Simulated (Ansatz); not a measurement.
Given:

YSi$_{2}$Pt$_{2}$:
```xyz
5
Lattice="-2.0461 2.0461 4.9087 2.0461 -2.0461 4.9087 2.0461 2.0461 -4.9087" Properties=species:S:1:pos:R:3 pbc="T T T"
Y      0.0000     0.0000     0.0000
Si     0.0000     0.0000     3.7616
Si     0.0000     0.0000     6.0559
Pt     0.0000     2.0461     2.4544
Pt     2.0461     0.0000     2.4544
```

This is the LDA-relaxed structure.

Problem. All from plane-wave PAW LDA (Ansatz code), unless another level is named. Predict the electronic character.

Solution. metallic (no gap).

Problem. What about the density of states at the Fermi level?

Solution. 0.57 states/eV per atom (mean over ±0.08 eV).

Problem. What about the formation energy from the elements (no fitted shifts)?

Solution. -1.10 eV/atom.

Space group I4/mmm. The workflow started from an entry of the Crystallography Open Database (COD). Whether it is the stable phase at ambient conditions was not checked. The LDA relaxation kept the symmetry of its start; of distortions, only those at the zone centre were tested. No spin polarisation was allowed. The references are the lowest solids computed at this level, not always the standard phases. Spin–orbit coupling is left out wherever it is not named.

Potentials: the later of the program's two PAW sets.
